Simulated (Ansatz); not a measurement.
The relaxed structure here is a generated cell of B: the first start was made by placing the elements on the sites of a structure type, and the end was not matched to a known phase here, so it may be hypothetical.

The start is a generated cell, B placed in the trigonal-Se structure type. A full variable-cell relaxation at zero pressure is run with r2SCAN (plane waves to 500 eV, PAW, scalar-relativistic; Ansatz, an electronic-structure program). First-step values are on the input's coarse k-mesh.

Ansatz input (later rounds restart from its end on a renewed k-mesh):
Ansatz 0.2 input:
```yaml
crystal:
  lattice:
    - [3.0908582, 0, 0]
    - [-1.5454291, 2.6767617, 0]
    - [0, 0, 3.506682]
  atoms:
    - { symbol: B, position: [0.2254, 0, 0.83333333] }
    - { symbol: B, position: [0, 0.2254, 0.16666667] }
    - { symbol: B, position: [0.7746, 0.7746, 0.5] }
basis: { ecutwfc: 500, ecutrho_ratio: 4, xc_grid: 4, fft_grid_basis: typed }
kpoints: { mp_grid: { grid: [9, 9, 7] } }
hamiltonian:
  xc: r2scan
  dispersion: none
  pseudopotentials: { azcp: { folder: ./paw }, kind: paw }
scf: { occupations: { method: fermi_dirac, width: 0.05 } }
relax: { f_tol: 0.01, max_steps: 100, cell: { stress_tol: 0.02 } }
output: { forces: true, stress: true }
```

- Outcome: The space group goes from P3₁21 (No. 152) to R-3m (No. 166), with 1 atom in the primitive cell
- Shortest distances (start → end): The closest pairs of elements (up to four, under 3.6 Å), start → end: B–B 1.68 → 1.89 Å
- Band gap at the end: zero (metallic)
- Optimiser moves: 21

The end point of the relaxation:

```cif
data_B3
_chemical_formula_sum 'B3'
_space_group_name_H-M_alt 'R-3m :H'
_space_group_IT_number 166
_space_group_name_Hall '-R 3 2"'
_cell_length_a 2.38820
_cell_length_b 2.38820
_cell_length_c 3.87757
_cell_angle_alpha 90.000
_cell_angle_beta 90.000
_cell_angle_gamma 120.000
loop_
_atom_site_label
_atom_site_type_symbol
_atom_site_symmetry_multiplicity
_atom_site_Wyckoff_symbol
_atom_site_fract_x
_atom_site_fract_y
_atom_site_fract_z
_atom_site_occupancy
B1 B 3 b 0.00000 0.00000 0.50000 1
```
(The calculation used a cell of 1 atom; values per cell refer to that cell.)

Final values are on a 25×25×25 k-mesh of the relaxed cell. No spin polarisation in the result. The relaxed primitive cell holds an odd number of electrons. A magnetic state may lie lower.

The run could not lose the symmetry of its start, so the end can be a saddle point.
